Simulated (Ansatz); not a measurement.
# A trial form of CoH4

Level of theory: DFT PBE, scalar-relativistic, plane waves, PAW (Ansatz 0.2.0). Cutoff 420 eV, Gaussian smearing, Γ-centred meshes. Cell and atoms relax first on a coarse mesh and then on a finer one. In between, the cell is made exact in the group found at 0.06 Å. In metals the finer mesh still leaves noise of several meV/atom or more. The steps can't lower the symmetry of their start. Collinear spin, starting moments Co 3.0 μB; they died out on the coarse mesh, so the last step has no spin.

Recipe of this trial structure of CoH4: random cell by space group and Wyckoff sites (P6/mmm, No. 191). Lengths were set from tabulated atomic sizes, so they are only a guess.

```cif
data_structure
_symmetry_space_group_name_H-M 'P6/mmm'
_symmetry_Int_Tables_number 191
_cell_length_a 3.0766
_cell_length_b 3.0766
_cell_length_c 5.5067
_cell_angle_alpha 90.000
_cell_angle_beta 90.000
_cell_angle_gamma 120.000
_cell_volume 45.14
loop_
_atom_site_label
_atom_site_type_symbol
_atom_site_symmetry_multiplicity
_atom_site_Wyckoff_symbol
_atom_site_fract_x
_atom_site_fract_y
_atom_site_fract_z
_atom_site_occupancy
Co1 Co 1 a 0.00000 0.00000 0.00000 1
H1 H 4 h 0.33333 0.66667 0.09750 1
```

The zero of energy is the elements' standard structures at the same level (H₂ as a molecule); no fitted shifts are applied.

Q: Where does the relaxation end?

A: The symmetry stays P6/mmm (No. 191). The volume per atom shrinks by 30.6 %, from 9.0 to 6.3 Å³. The shortest distance goes from 1.07 Å (H–H) to 1.52 Å (H–H). The ratio c/a of the conventional cell changes by a factor of 1.10. The energy falls by about 0.37 eV/atom (the start's value is from the coarse mesh). Conventional cell: a = 2.636 Å, c = 5.207 Å. Co is surrounded by 12 H at 1.80 Å; H has 3 H at 1.52 Å, 3 Co at 1.80 Å and 1 H at 1.94 Å.

```yaml
crystal:
  lattice:
    - [2.63633, 0.00000, 0.00000]
    - [-1.31817, 2.28313, 0.00000]
    - [0.00000, 0.00000, 5.20737]
  atoms:
    - { symbol: Co, position: [0.00000, 0.00000, 0.00000] }
    - { symbol: H, position: [0.33333, 0.66667, 0.18586] }
    - { symbol: H, position: [0.33333, 0.66667, 0.81414] }
    - { symbol: H, position: [0.66667, 0.33333, 0.81414] }
    - { symbol: H, position: [0.66667, 0.33333, 0.18586] }
```

Q: Give its energy and gap.

A:

| Property | Result |
| --- | --- |
| Formation energy | +0.41 eV/atom |
| Gap on the 18×18×8 mesh of the 5-atom cell | 0 eV (a metal) |

A positive value: parting into the elements would lower its energy.

The last run used Gaussian smearing of 0.10 eV. No dispersion correction is applied, so the spacing and binding between layers, chains or molecules are poorly described. With hydrogen, zero-point motion can shift formation energies by some tens of meV/atom. Trial moments died out on the coarse mesh, so the last step has no spin; another magnetic start might hold. Symmetry constrained the relaxation, so the result can be a saddle point. Another cell of CoH4 relaxed alike, in P-3m1, lies 42 meV/atom lower, so this cell isn't the stable form at this level.
